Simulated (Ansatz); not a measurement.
# ZnPt under pressure

All numbers below come from DFT LDA, scalar-relativistic, plane waves, PAW in Ansatz. Plane waves to 420 eV; Γ-centred k mesh 16×16×12; Fermi-Dirac smearing of 0.15 eV. No spin polarisation. Phonons by linear response, acoustic sum rule imposed.

The cell, relaxed at this level:
```cif
data_structure
_symmetry_space_group_name_H-M 'P 1'
_symmetry_Int_Tables_number 1
_cell_length_a 2.8102
_cell_length_b 2.8102
_cell_length_c 3.4431
_cell_angle_alpha 90.000
_cell_angle_beta 90.000
_cell_angle_gamma 90.000
_cell_volume 27.19
loop_
_atom_site_label
_atom_site_type_symbol
_atom_site_fract_x
_atom_site_fract_y
_atom_site_fract_z
_atom_site_occupancy
Zn1 Zn 0.50000 0.50000 0.50000 1
Pt1 Pt 0.00000 0.00000 0.00000 1
```

In a metal, frequencies and elastic constants depend on the k mesh and the smearing, soft modes and shear constants most. Spin–orbit coupling is left out, which matters for heavy elements.

Question: The cell is relaxed again at 2 and 6 GPa. How do volume, gap and optical modes at Γ (cm⁻¹, counted from the lowest optical one; a degenerate one stands once) change?

Answer:
```tsv
	0 GPa	2 GPa	6 GPa
V/V0	1.000	0.991	0.975
gap (eV)	0.00	0.00	0.00
mode 1	163	167	175
mode 3	212	217	226
```